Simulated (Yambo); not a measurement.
```xyz
5
Lattice="4.3595 0.0000 0.0000 -2.1798 3.7755 0.0000 0.0000 0.0000 7.3115" Properties=species:S:1:pos:R:3 pbc="T T T"
P      2.1798     1.2585     5.4520
P      0.0000     2.5170     1.8595
Sr     0.0000     0.0000     0.0000
Cd     0.0000     2.5170     4.6419
Cd     2.1798     1.2585     2.6697
```

SrCd2P2 (space group P-3m1, No. 164): mean Im ε in 1 eV windows above the direct gap of 1.31 eV, for different electron-hole kernels (Yambo, broadening 0.15 eV, norm-conserving LDA (Quantum ESPRESSO, 102 Ry, no spin-orbit coupling) bands; 6×6×4 mesh, 6 valence and 10 conduction bands, static screening with 74 bands and a 3 Ry block, scissor 0.77 eV, Tamm-Dancoff; field along x).

| window (eV) | independent quasiparticles | BSE |
|---|---|---|
| 1.3 to 2.3 | 8.5 | 9.8 |
| 2.3 to 3.3 | 11 | 15 |
| 3.3 to 4.3 | 18 | 16 |
| 4.3 to 5.3 | 12 | 9.3 |
| 5.3 to 6.3 | 9.3 | 6.9 |
| 6.3 to 7.3 | 5.6 | 4.3 |

This run doesn't resolve bound excitons or single peaks, so only averages are given, and they too depend on the mesh; weight that the attraction moves below the gap isn't listed. All transitions below 7.40 eV are in the band window. The scissor comes from a G0W0 run whose convergence isn't established.

Spin-orbit splittings are left out.

Geometry of the Materials Project entry, not relaxed at this level.

The structure is a Materials Project entry; no match was found in the copy of COD used, and its stability was not checked.
